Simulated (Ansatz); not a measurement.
AlRu2C:
```cif
data_C2Al2Ru4
_chemical_formula_sum 'Al2 Ru4 C2'
_space_group_name_H-M_alt 'P63/mmc'
_space_group_IT_number 194
_space_group_name_Hall '-P 6c 2c'
_cell_length_a 2.87843
_cell_length_b 2.87843
_cell_length_c 13.35352
_cell_angle_alpha 90.000
_cell_angle_beta 90.000
_cell_angle_gamma 120.000
loop_
_atom_site_label
_atom_site_type_symbol
_atom_site_symmetry_multiplicity
_atom_site_Wyckoff_symbol
_atom_site_fract_x
_atom_site_fract_y
_atom_site_fract_z
_atom_site_occupancy
Al1 Al 2 d 0.66667 0.33333 0.25000 1
Ru1 Ru 4 f 0.33333 0.66667 0.09590 1
C1 C 2 a 0.00000 0.00000 0.00000 1
```

Relaxed with r²SCAN.

Which orbitals make up the states near the Fermi level in DFT-r²SCAN in the program Ansatz with PAW potentials?

Within 0.5 eV of the Fermi level: Ru 4d 78 %, C 2p 10 %, Al 3p 6 %. Projections are on Löwdin-orthogonalised atomic valence shells; empty p or d shells of many metals are not among them.

Tabulate the density of states.

States/eV per cell of 8 atoms, in 0.25 eV bins, energy from the Fermi level.

```
E (eV)  total  Ru 4d  C 2p  Al 3p
------  -----  -----  ----  -----
-7.85    3.05   1.07  0.93   0.43
-7.60    3.03   1.12  1.05   0.33
-7.35    2.61   1.02  1.00   0.21
-7.10    2.94   1.23  1.17   0.17
-6.85    4.32   2.07  1.39   0.31
-6.60    6.02   3.23  2.06   0.24
-6.35    6.57   3.23  2.65   0.24
-6.10    6.63   3.08  2.47   0.49
-5.85    3.30   1.62  1.05   0.29
-5.60    2.76   1.47  0.72   0.30
-5.35    3.06   1.67  0.80   0.35
-5.10    5.69   3.07  1.69   0.55
-4.85    7.87   4.69  2.12   0.49
-4.60    4.36   3.16  0.22   0.35
-4.35    5.23   4.09  0.14   0.53
-4.10    5.70   4.44  0.14   0.68
-3.85    4.02   2.68  0.14   0.89
-3.60    6.77   4.61  0.26   1.33
-3.35    6.35   4.47  0.23   1.07
-3.10   10.02   6.96  0.43   1.84
-2.85    6.49   4.70  0.27   1.11
-2.60    3.50   3.05  0.13   0.24
-2.35    3.70   3.31  0.16   0.16
-2.10    3.53   3.18  0.16   0.12
-1.85    4.00   3.65  0.15   0.13
-1.60    5.40   4.98  0.16   0.17
-1.35    4.87   4.44  0.12   0.19
-1.10    5.53   4.94  0.15   0.20
-0.85    9.33   8.41  0.33   0.26
-0.60    5.15   4.61  0.21   0.16
-0.35    4.68   3.84  0.35   0.24
-0.10    5.34   4.11  0.53   0.31
0.15     6.23   4.70  0.67   0.42
0.40     4.50   3.45  0.48   0.34
0.65     4.05   2.79  0.61   0.44
0.90     3.15   1.92  0.57   0.46
1.15     1.95   1.05  0.40   0.35
1.40     1.53   0.77  0.36   0.28
1.65     2.74   1.43  0.44   0.62
1.90     2.88   1.43  0.57   0.64
2.15     5.02   2.52  1.09   0.90
2.40     3.79   1.79  0.90   0.57
2.65     3.66   1.64  0.98   0.52
2.90     3.17   1.37  0.91   0.44
3.15     3.22   1.33  0.81   0.37
3.40     4.58   1.70  0.93   0.57
3.65     5.79   2.12  1.30   0.75
3.90     5.03   1.83  1.33   0.73
4.15     4.23   1.47  1.40   0.53
4.40     4.25   1.41  1.75   0.42
4.65     3.40   1.02  1.00   0.47
```

Space group P6_3/mmc. The start of the workflow was typed in or built on a structure type; neither database checked (COD, Materials Project) lists it. Whether it is the stable phase at ambient conditions was not checked. The cell was relaxed with r²SCAN under the symmetry of its start; whether a distortion lowers the energy is not shown. The run is not spin-polarised. Spin–orbit coupling is left out wherever it is not named.

Potentials: the later of the program's two PAW sets.
